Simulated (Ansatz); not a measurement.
TiC (rock salt, Fm-3m) under volume change, PBEsol (plane waves, PAW; program Ansatz), scaled uniformly.

```tsv
V (Å³/atom)	E − E(relaxed) (meV/atom)	P (GPa)
8.999	78.1	30.42
9.296	32.9	18.71
9.592	7.8	8.65
9.889	0.0	-0.01
10.186	7.1	-7.45
10.482	27.0	-13.86
10.779	57.9	-19.38
```

What does a third-order Birch–Murnaghan fit give for V₀, B₀ and B′?

V₀ = 9.89 Å³/atom, B₀ = 267 GPa, B′ = 4.0.

The cell was relaxed with PBEsol under the symmetry of its start. No spin polarisation was allowed.

Potentials: the earlier of the program's two PAW sets. The files were generated under PBE; for other functionals the program regenerates the frozen cores, and for LDA and PBEsol the local potential too.
